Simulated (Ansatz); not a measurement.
Starting cell, ZnCu (CsCl type):

```xyz
4
Lattice="5.9276 0.0000 0.0000 0.0000 2.9638 0.0000 0.0000 0.0000 2.9638" Properties=species:S:1:pos:R:3 pbc="T T T"
Zn     0.0000     0.0000     0.0000
Zn     2.9638     0.0000     0.0000
Cu     1.4819     1.4819     1.4819
Cu     4.4457     1.4819     1.4819
```

Two-dimensional scan of atom 3 (Cu, nearest neighbour Zn at 2.567 Å; its periodic images, 3.0 Å or more away, move with it): u runs along (1.000, 0.000, 0.000), v along (0.000, 0.000, 1.000) (Cartesian). Cell and other atoms are fixed.

The numbers are results of PBE (plane waves to 420 eV, PAW, scalar-relativistic; Ansatz, a quantum-chemistry and plane-wave program), not measurements. k mesh 7×13×13 (Γ-centred), Fermi-Dirac smearing 0.05 eV. The energy includes the smearing's −TS. Stress and pressure are positive under compression. Points where atoms come too close for the PAW data are left out (x in tables, blank in figures). With partly filled bands, energies and forces of such displacements shift with the k mesh and the smearing. ZnCu is run without spin polarisation. ZnCu was relaxed with its symmetry unable to fall. The zero of ΔE is the undisplaced structure. Axes are in Å.

ΔE (meV/cell), with u across and v down:

| v \ u | -0.850 | -0.425 | 0.000 | 0.425 | 0.850 |
|---|---|---|---|---|---|
| -0.850 | x | 3016 | 1446 | 3016 | x |
| -0.425 | 3518 | 1141 | 396 | 1141 | 3518 |
| 0.000 | 2081 | 448 | 0 | 448 | 2081 |
| 0.425 | 3518 | 1141 | 396 | 1141 | 3518 |
| 0.850 | x | 3016 | 1446 | 3016 | x |

P (GPa), with u across and v down:

```tsv
v \ u	-0.850	-0.425	0.000	0.425	0.850
-0.850	x	27.9	15.6	27.9	x
-0.425	34.2	12.0	4.5	12.0	34.2
0.000	23.7	5.6	0.0	5.6	23.7
0.425	34.2	12.0	4.5	12.0	34.2
0.850	x	27.9	15.6	27.9	x
```

What the scan shows:

| Quantity | Value |
|---|---|
| Lowest place on the grid | u = 0.000 Å, v = 0.000 Å (0 meV/cell) |

The 25 points together took about 23 core-minutes (a rough figure).

(For displaced atoms, the force is minus the slope of the energy, and its curvature is a force constant, which sets phonon frequencies.)
